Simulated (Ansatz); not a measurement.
## Structures of HgSb2: which is lowest?

Plane-wave DFT in Ansatz with scalar-relativistic PAW potentials, cutoff 500 eV, Γ-centred meshes chosen by cell and gap, Gaussian smearing with energies taken to zero width. Every cell was relaxed (cell and atoms) in a run of its own, within the symmetry of its start. Functional: r2SCAN.

Relaxed structures (starts from databases or built by putting these elements on another compound's sites):
A. P6_3/mmc, 6 atoms in the computed cell, a = 4.104 Å, c = 14.756 Å; sites (symmetry × multiplicity) Hg -6m2 × 2, Sb 3m. × 4; start: built
B. Fm-3m, 3 atoms in the computed cell, a = 7.112 Å; sites (symmetry × multiplicity) Hg m-3m × 4, Sb -43m × 8; start: built

Rank them by energy. Could pressure change the order?

| structure | group | E − E(lowest) (meV/atom) | V (Å³/atom) | gap on mesh (eV) |
| --- | --- | --- | --- | --- |
| A | P6_3/mmc | 0.0 | 35.88 | 0.00 |
| B | Fm-3m | 345 | 29.98 | 0.00 |

A is lowest, 345 meV/atom under B. B is denser by 5.90 Å³/atom, so pressure favours it: ΔE/ΔV, with ΔE in eV and 1 eV/Å³ = 160.2 GPa, gives about 9 GPa for equal enthalpy if both cells were rigid, a rough figure since the two compress differently. Other structures may lie lower than all of these, and vibrations aren't counted.

Spin-orbit coupling is left out, which matters for the bands of heavy elements.